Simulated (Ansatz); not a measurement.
The relaxation started from an entry of Materials Project.

The end point of a relaxation of MgF₂. Space group Imma (No. 74). Computed with PBEsol (plane waves to 420 eV, PAW, scalar-relativistic; Ansatz, an electronic-structure program).

```cif
data_F8Mg4
_chemical_formula_sum 'Mg4 F8'
_space_group_name_H-M_alt 'Imma'
_space_group_IT_number 74
_space_group_name_Hall '-I 2b 2'
_cell_length_a 3.87540
_cell_length_b 6.35911
_cell_length_c 8.89599
_cell_angle_alpha 90.000
_cell_angle_beta 90.000
_cell_angle_gamma 90.000
loop_
_atom_site_label
_atom_site_type_symbol
_atom_site_symmetry_multiplicity
_atom_site_Wyckoff_symbol
_atom_site_fract_x
_atom_site_fract_y
_atom_site_fract_z
_atom_site_occupancy
Mg1 Mg 4 e 0.00000 0.25000 0.38887 1
F1 F 4 e 0.00000 0.25000 0.16273 1
F2 F 4 b 0.00000 0.00000 0.50000 1
```
(The calculation used a cell of 6 atoms; values per cell refer to that cell.)

Question: What is the computed band gap (PBEsol)?

Answer: 6.53 eV, indirect (valence top at 33 % of the way from Σ0 to Γ, conduction bottom at Γ) (no spin-orbit coupling).

Question: What is the computed smallest direct gap (PBEsol)?

Answer: 6.61 eV at Γ.

No spin polarisation in the result.

The run could not lose the symmetry of its start.
